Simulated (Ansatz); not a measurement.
Two states of Cr

```xyz
2
Lattice="2.9693 0.0000 0.0000 -1.4847 2.5715 0.0000 0.0000 0.0000 4.8240" Properties=species:S:1:pos:R:3 pbc="T T T"
Cr    0.0000    1.7144    1.2060
Cr    1.4847    0.8572    3.6180
```

The numbers come from plane-wave PAW DFT (Ansatz): HSE06, 420 eV, 7×7×4 Γ-centred k points, fermi-dirac occupations (width 0.1 eV). Nothing was relaxed.

State A: Cr1 up, Cr2 down (collinear spin). State B: Cr1 up, Cr2 up (collinear spin).

Task: Compare the two self-consistent states.

Result: State A is lower by 664.4 meV an atom at zero smearing; in free energy at this smearing B lies +658.6 meV an atom from A.

```
state  free energy (meV/atom)  largest moment in a small sphere (μB)  net moment (μB/cell)  gap on mesh (eV)  pressure (GPa)  largest force (eV/Å)
    A                     0.0                                   4.13                  0.00             metal            -1.7                  0.00
    B                   658.6                                   4.18                  9.16             metal             7.9                  0.00
```

Origin: a known structure type with other elements, at an estimated volume, so it need not be a known compound. Caveats: the k mesh is coarse if the cell is a metal; the exchange threshold is loose for a stress; the SCF threshold is loose for a stress.
